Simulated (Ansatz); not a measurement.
A geometry of WSe2 away from equilibrium: the start of the relaxation of a generated trial cell of WSe2 in the 2H-MoS2 structure type. Computed with r2SCAN (plane waves to 500 eV, PAW, scalar-relativistic; Ansatz, a quantum-chemistry and plane-wave program). Γ-centred k-mesh 8×8×2 on the run's cell (coarser than for final values), Fermi–Dirac smearing 0.05 eV.

```xyz
6
Lattice="3.3594 0.0000 0.0000 -1.6797 2.9094 0.0000 0.0000 0.0000 13.0669" Properties=species:S:1:pos:R:3 pbc="T T T"
W      0.0000     1.9396     3.2667
W      1.6797     0.9698     9.8002
Se     0.0000     1.9396     8.1995
Se     1.6797     0.9698     1.6660
Se     1.6797     0.9698     4.8674
Se     0.0000     1.9396    11.4008
```

Problem. Which atoms carry the largest force, and which way does it point?

Solution. 0.83 eV/Å, on Se3, Se4, Se5, Se6 (atoms numbered as listed); on Se3 its components are (0.00, 0.00, -0.83).

Problem. What is the pressure?

Solution. +2.3 GPa, compression positive.

No spin polarisation in the result. Without a van der Waals term the distances between weakly bound units are poorly fixed.

The run could not lose the symmetry of its start; a randomly shaken copy of 6 atoms returns to this structure.
